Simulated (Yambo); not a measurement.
Yambo run on RbO (space group Immm, No. 71). The wavefunctions come from this Quantum ESPRESSO step (LDA, PseudoDojo standard norm-conserving files, scalar-relativistic):

```
&CONTROL
  calculation = 'nscf'
  pseudo_dir = './pseudo'
  outdir = './out'
/
&SYSTEM
  ibrav = 0
  nat = 4
  ntyp = 2
  ecutwfc = 84.0
  ecutrho = 336.0
  occupations = 'fixed'
  force_symmorphic = .true.
  nbnd = 127
/
&ELECTRONS
  conv_thr = 4e-09
  diago_full_acc = .true.
  diago_thr_init = 1e-08
/
ATOMIC_SPECIES
O 15.9990 O.upf
Rb 85.4678 Rb.upf
CELL_PARAMETERS angstrom
 -2.030833746000   2.906245882000   3.416475134000
  2.030833746000  -2.906245882000   3.416475134000
  2.030833746000   2.906245882000  -3.416475134000
ATOMIC_POSITIONS crystal
O   0.626633624500  -0.000000000000   0.626633624500
O   0.373366375500  -0.000000000000   0.373366375500
Rb   0.253960748500   0.253960748500  -0.000000000000
Rb   0.746039251500   0.746039251500  -0.000000000000
K_POINTS automatic
4 4 4 0 0 0
```

Yambo input:

```
rim_cut
gw0
dyson
el_el_corr
HF_and_locXC
ppa
em1d
RandQpts= 1000000
RandGvec= 1 Ry
EXXRLvcs= 84 Ry
VXCRLvcs= 336 Ry
Chimod= "HARTREE"
% BndsRnXp
 1 | 126 |
%
NGsBlkXp= 7 Ry
% LongDrXp
 1.0 | 1.0 | 1.0 |
%
PPAPntXp= 27.2114 eV
% GbndRnge
 1 | 126 |
%
GTermKind= "BG"
DysSolver= "n"
ExtendOut
% QPkrange
 1 | 1 | 15 | 16 |
 3 | 3 | 15 | 16 |
 8 | 8 | 15 | 16 |
 10 | 10 | 15 | 16 |
 11 | 11 | 15 | 16 |
 18 | 18 | 15 | 16 |
%
```

k points by index: 1 = Γ, 3 = (0, 0, -0.5), 8 = (0, -0.5, 0), 10 = (0, -0.5, -0.5), 11 = (0.25, 0.25, 0.25), 18 = (-0.5, -0.5, -0.5).

Resulting energies as the program prints them:

```
#    K-point    Band    Eo [eV]    E [eV]    E-Eo [eV]    Vxc [eV]    Vnlxc [eV]    Sc|Eo [eV]    Sc|E [eV]    dSc/dw|Eo [eV]    Re(Z)    Im(Z)
#
    1    15    0.000000    -1.184882    -1.184882    -19.58106    -25.35502    4.276477    4.589077    -7.178203    0.791266    -0.001274
    1    16    1.912362    2.869657    0.957295    -8.408830    -4.040249    -3.266871    -3.411287    -4.104715    0.868926    -0.842074E-3
    3    15    -0.792463    -2.020829    -1.228366    -17.80587    -23.42203    4.068256    4.387793    -7.076965    0.793597    -0.002370
    3    16    3.423015    5.060460    1.637445    -15.00391    -9.150572    -3.870513    -4.215896    -5.739342    0.825819    -0.930697E-3
    8    15    -0.423031    -1.643793    -1.220761    -18.62762    -24.31284    4.146155    4.464461    -7.094393    0.793199    -0.001330
    8    16    3.151530    4.119819    0.968289    -7.782267    -3.445454    -3.225532    -3.368524    -4.018414    0.871328    -0.842416E-4
    10    15    -0.473156    -1.697016    -1.223860    -18.64895    -24.41327    4.217886    4.540462    -7.171322    0.791424    -0.001376
    10    16    2.556619    3.639400    1.082782    -10.15639    -5.535790    -3.356214    -3.537816    -4.563470    0.856380    -0.920333E-3
    11    15    -0.765806    -2.001751    -1.235945    -17.44739    -22.80515    3.808755    4.121816    -6.891649    0.797914    -0.001578
    11    16    3.715370    5.455458    1.740089    -16.29152    -9.966776    -4.189200    -4.584651    -6.183588    0.814833    -0.001219
    18    15    -0.361675    -1.526019    -1.164344    -19.10293    -24.80426    4.225384    4.536982    -7.281365    0.788899    -0.001331
    18    16    2.537438    3.562784    1.025346    -7.529240    -3.079516    -3.277438    -3.424378    -3.899257    0.874664    -0.821474E-3
```
(The two width columns are left out.) Convergence of these settings isn't established.

Geometry relaxed with LDA.
